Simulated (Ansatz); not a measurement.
The relaxed structure here is a generated cell of Cu: the first start was made by placing the elements on the sites of a structure type, and the end was not matched to a known phase here, so it may be hypothetical. Known forms of Cu include space group No. 225.

One stationary structure of Cu. Space group P6/mmm (No. 191). Calculation: PBEsol (plane waves to 420 eV, PAW, scalar-relativistic; Ansatz, a quantum-chemistry and plane-wave program).

```cif
data_Cu3
_chemical_formula_sum 'Cu3'
_space_group_name_H-M_alt 'P6/mmm'
_space_group_IT_number 191
_space_group_name_Hall '-P 6 2'
_cell_length_a 4.04910
_cell_length_b 4.04910
_cell_length_c 2.43322
_cell_angle_alpha 90.000
_cell_angle_beta 90.000
_cell_angle_gamma 120.000
loop_
_atom_site_label
_atom_site_type_symbol
_atom_site_symmetry_multiplicity
_atom_site_Wyckoff_symbol
_atom_site_fract_x
_atom_site_fract_y
_atom_site_fract_z
_atom_site_occupancy
Cu1 Cu 1 a 0.00000 0.00000 0.00000 1
Cu2 Cu 2 d 0.33333 0.66667 0.50000 1
```

- Volume per atom: 11.52 Å³
- Band gap: no gap (metallic)
- Shortest distances: Cu–Cu 2.34 Å
- k-mesh: 13×13×19

No spin polarisation in the result.

The run could not lose the symmetry of its start: the end is stationary, and may be a saddle point rather than a minimum.

All atoms sit on sites fixed by symmetry, so only the cell could relax.
